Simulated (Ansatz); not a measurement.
The relaxed structure here is a generated cell of Bi: the first start was made by a random draw of sites in a space group, and the end was not matched to a known phase here, so it may be hypothetical. Known forms of Bi include space group No. 166.

The end point of a relaxation of Bi. These are PBEsol (plane waves to 420 eV, PAW, scalar-relativistic; Ansatz, a first-principles code) values and carry that method's errors.

```
CELL_PARAMETERS angstrom
     -1.95881     1.95881     1.95943
      1.95881    -1.95881     1.95943
      1.95881     1.95881    -1.95943
ATOMIC_POSITIONS crystal
  Bi 0.50000 0.50000 0.00000
```

Q: Determine the symmetry and give the standard cell with its independent sites.

A: Space group Im-3m (No. 229); a = b = c = 3.918 Å, α = β = γ = 90.00°

| atom | site | symmetry | x | y | z |
|---|---|---|---|---|---|
| Bi | 2a | m-3m | 0.0000 | 0.0000 | 0.0000 |

This is the bcc (W type).

Q: Give the shortest distances between elements (the closest pairs, up to four, under 3.6 Å).

A: Bi–Bi 3.39 Å.

| Property | Result |
|---|---|
| Volume per atom | 30.07 Å³ |
| Band gap | no gap (metallic) |

No spin polarisation in the result.

The run could not lose the symmetry of its start: the end is stationary, and may be a saddle point rather than a minimum.
